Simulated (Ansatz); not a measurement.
**CdS (F-43m): one-shot GW input and result**

Method: Ansatz, G0W0@PBE, plasmon-pole screening, hand-made PAW set.

The input was:

```json
{
 "crystal": {"lattice": [[0.0, 2.909, 2.909], [2.909, 0.0, 2.909], [2.909, 2.909, 0.0]], "atoms": [{"symbol": "Cd", "position": [0, 0, 0]}, {"symbol": "S", "position": [0.25, 0.25, 0.25]}]},
 "kpoints": {"mp_grid": {"grid": [6, 6, 6], "shift": [0, 0, 0]}},
 "hamiltonian": {"xc": "pbe", "pseudopotentials": {"kind": "paw", "source": "ansatz"}},
 "scf": {"occupations": {"method": "fixed"}, "convergence": {"dr2_threshold": "1e-9 eV"}, "lower_state_search": "off"},
 "output": {"forces": false, "stress": false},
 "gw": {"n_empty_bands": 483, "ecut_chi": 180.0, "qp_bands": ["v9", "c1"], "qp_kpoints": [[0, 0, 0]], "ecutfock_ratio": 2}
}
```

The input is rewritten from the run's settings (development build, wave cutoff 520 eV).

Levels count from the highest filled Kohn-Sham level listed; ε_QP = ε_KS + Z(Σ − Vxc). VB is the top filled band, CB the lowest empty one. Linearised levels far below the gap are rough. The wave cutoff came out at 520 eV.

```csv
k,band,ε_KS (eV),Σx − Vxc (eV),Σc (eV),Z,ε_QP (eV)
Γ,VB-8,-12.41,-7.91,6.85,0.66,-13.12
Γ,VB-7,-7.75,-7.72,5.70,0.76,-9.28
Γ,VB-6,-7.75,-7.72,5.70,0.76,-9.28
Γ,VB-5,-7.75,-7.72,5.70,0.76,-9.28
Γ,VB-4,-7.26,-7.72,5.69,0.77,-8.82
Γ,VB-3,-7.26,-7.72,5.69,0.77,-8.82
Γ,VB-2,0.00,-2.77,1.72,0.79,-0.83
Γ,VB-1,0.00,-2.77,1.72,0.79,-0.83
Γ,VB,0.00,-2.77,1.72,0.79,-0.83
Γ,CB,1.16,3.73,-3.69,0.82,1.19
```

The gap (direct at Γ) opens from 1.16 eV to 2.01 eV.

Electronic (ion-clamped) dielectric constant on this mesh, from the head of the inverse dielectric matrix: 6.9.

Spin-orbit coupling is left out. Band sums or response are cut, so the gap isn't at its basis limit. Filled d shells converge slowest, and with PAW files the limit can differ from the all-electron one by tenths of an eV. Meshes this coarse can overestimate the dielectric constant by a tenth and more.
